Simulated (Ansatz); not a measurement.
Cd3GeTe4 on the sites of Li3SbS4 (No. 121): a relaxation of cell and atoms in the PAW code Ansatz (PBEsol). The start is a rough guess from atomic radii.

```yaml
crystal:
  lattice:
    - [-3.17621411, 3.17621411, 6.17606742]
    - [3.17621411, -3.17621411, 6.17606742]
    - [3.17621411, 3.17621411, -6.17606742]
  atoms:
    - { symbol: Cd, position: [0.5, 0.5, 0.0] }
    - { symbol: Cd, position: [0.75, 0.25, 0.5] }
    - { symbol: Cd, position: [0.25, 0.75, 0.5] }
    - { symbol: Ge, position: [0.0, 0.0, 0.0] }
    - { symbol: Te, position: [0.63487291, 0.11460596, 0.0] }
    - { symbol: Te, position: [0.11460596, 0.63487291, 0.0] }
    - { symbol: Te, position: [0.36512709, 0.36512709, 0.47973305] }
    - { symbol: Te, position: [0.88539404, 0.88539404, 0.52026695] }
kpoints:
  mp_grid: { grid: [6, 6, 6] }
hamiltonian:
  xc: pbesol
scf:
  occupations: { method: fermi_dirac, width: 0.03 }
relax:
  f_tol: 0.01
  cell: {}
  max_steps: 120
```

The trajectory has 6 recorded frames, each with positions in Å and forces in eV/Å. Some frames, the last among them, repeat a geometry solved again on a basis re-selected at its cell; pressure is positive in compression.

Step 1: energy 0.0 meV/atom from step 1, largest force component 0.683 eV/Å, pressure +5.98 GPa
```xyz
8
Lattice="-3.1762 3.1762 6.1761 3.1762 -3.1762 6.1761 3.1762 3.1762 -6.1761" Properties=species:S:1:pos:R:3:forces:R:3 pbc="T T T"
Cd    0.0000    0.0000    6.1761    0.0000    0.0000    0.0000
Cd    0.0000    3.1762    3.0880    0.0000    0.0000    0.0000
Cd    3.1762    0.0000    3.0880    0.0000    0.0000    0.0000
Ge    0.0000    0.0000    0.0000    0.0000    0.0000    0.0000
Te   -1.6525    1.6525    4.6288    0.6834   -0.6834   -0.1161
Te    1.6525   -1.6525    4.6288   -0.6834    0.6834   -0.1161
Te    1.5237    1.5237    1.5472    0.6834    0.6834    0.1161
Te    1.6525    1.6525    7.7233   -0.6834   -0.6834    0.1161
```

Step 2: energy -90.4 meV/atom from step 1, largest force component 0.174 eV/Å, pressure -0.66 GPa
```xyz
8
Lattice="-3.3181 3.3181 6.4819 3.3181 -3.3181 6.4819 3.3181 3.3181 -6.4819" Properties=species:S:1:pos:R:3:forces:R:3 pbc="T T T"
Cd    0.0000    0.0000    6.4819    0.0000    0.0000    0.0000
Cd    0.0000    3.3181    3.2410    0.0000    0.0000    0.0000
Cd    3.3181    0.0000    3.2410    0.0000    0.0000    0.0000
Ge    0.0000    0.0000    0.0000    0.0000    0.0000    0.0000
Te   -1.6063    1.6063    4.8631   -0.1444    0.1444   -0.1739
Te    1.6063   -1.6063    4.8631    0.1444   -0.1444   -0.1739
Te    1.7118    1.7118    1.6189   -0.1444   -0.1444    0.1739
Te    1.6063    1.6063    8.1008    0.1444    0.1444    0.1739
```

Step 3: energy -94.6 meV/atom from step 1, largest force component 0.016 eV/Å, pressure -0.12 GPa
```xyz
8
Lattice="-3.2941 3.2941 6.4784 3.2941 -3.2941 6.4784 3.2941 3.2941 -6.4784" Properties=species:S:1:pos:R:3:forces:R:3 pbc="T T T"
Cd    0.0000    0.0000    6.4784    0.0000    0.0000    0.0000
Cd    0.0000    3.2941    3.2392    0.0000    0.0000    0.0000
Cd    3.2941    0.0000    3.2392    0.0000    0.0000    0.0000
Ge    0.0000    0.0000    0.0000    0.0000    0.0000    0.0000
Te   -1.6144    1.6144    4.8354   -0.0160    0.0160    0.0032
Te    1.6144   -1.6144    4.8354    0.0160   -0.0160    0.0032
Te    1.6797    1.6797    1.6430   -0.0160   -0.0160   -0.0032
Te    1.6144    1.6144    8.1214    0.0160    0.0160   -0.0032
```

Step 4: energy -94.8 meV/atom from step 1, largest force component 0.003 eV/Å, pressure +0.02 GPa
```xyz
8
Lattice="-3.2829 3.2829 6.4995 3.2829 -3.2829 6.4995 3.2829 3.2829 -6.4995" Properties=species:S:1:pos:R:3:forces:R:3 pbc="T T T"
Cd    0.0000    0.0000    6.4995    0.0000    0.0000    0.0000
Cd    0.0000    3.2829    3.2498    0.0000    0.0000    0.0000
Cd    3.2829    0.0000    3.2498    0.0000    0.0000    0.0000
Ge    0.0000    0.0000    0.0000    0.0000    0.0000    0.0000
Te   -1.6121    1.6121    4.8513    0.0012   -0.0012    0.0029
Te    1.6121   -1.6121    4.8513   -0.0012    0.0012    0.0029
Te    1.6708    1.6708    1.6483    0.0012    0.0012   -0.0029
Te    1.6121    1.6121    8.1478   -0.0012   -0.0012   -0.0029
```

Step 5: energy -94.9 meV/atom from step 1, largest force component 0.001 eV/Å, pressure 0.00 GPa
```xyz
8
Lattice="-3.2750 3.2750 6.5337 3.2750 -3.2750 6.5337 3.2750 3.2750 -6.5337" Properties=species:S:1:pos:R:3:forces:R:3 pbc="T T T"
Cd    0.0000    0.0000    6.5337    0.0000    0.0000    0.0000
Cd    0.0000    3.2750    3.2668    0.0000    0.0000    0.0000
Cd    3.2750    0.0000    3.2668    0.0000    0.0000    0.0000
Ge    0.0000    0.0000    0.0000    0.0000    0.0000    0.0000
Te   -1.6082    1.6082    4.8768    0.0003   -0.0003   -0.0008
Te    1.6082   -1.6082    4.8768   -0.0003    0.0003   -0.0008
Te    1.6668    1.6668    1.6568    0.0003    0.0003    0.0008
Te    1.6082    1.6082    8.1905   -0.0003   -0.0003    0.0008
```

Step 6: energy -95.5 meV/atom from step 1, largest force component 0.001 eV/Å, pressure -0.01 GPa
```xyz
8
Lattice="-3.2750 3.2750 6.5337 3.2750 -3.2750 6.5337 3.2750 3.2750 -6.5337" Properties=species:S:1:pos:R:3:forces:R:3 pbc="T T T"
Cd    0.0000    0.0000    6.5337    0.0000    0.0000    0.0000
Cd    0.0000    3.2750    3.2668    0.0000    0.0000    0.0000
Cd    3.2750    0.0000    3.2668    0.0000    0.0000    0.0000
Ge    0.0000    0.0000    0.0000    0.0000    0.0000    0.0000
Te   -1.6082    1.6082    4.8768    0.0003   -0.0003   -0.0008
Te    1.6082   -1.6082    4.8768   -0.0003    0.0003   -0.0008
Te    1.6668    1.6668    1.6568    0.0003    0.0003    0.0008
Te    1.6082    1.6082    8.1905   -0.0003   -0.0003    0.0008
```

The walk took 5 steps, besides SCFs solved again on a fresh basis, and changed the volume by +12.5 %. The last SCF, on a fresh basis, lies 95.5 meV an atom below the first. At the end: space group I-42m (No. 121), tetragonal; a = 6.550 Å, c = 13.067 Å in the conventional setting, 35.04 Å³ an atom. Cd has 4 Te at 2.81 Å; Cd has 4 Te at 2.82 Å; Ge has 4 Te at 2.88 Å; Te has 3 Cd at 2.81–2.82 Å and 1 Ge at 2.88 Å.

Command: `ansatz run input.yaml --threads 4 --pin off --max-ram 4608MiB --backend cpu --events-out ev --progress --plain --runs-dir out`.

Question: What wall time did it need on 4 threads of Arm Neoverse V1, on a shared host, and how much host memory at the peak?

Answer: About 96 s, with a peak of 1.1 GiB.

The structure was generated, not taken from experiment, and needn't be the ground state; spin polarisation is off.
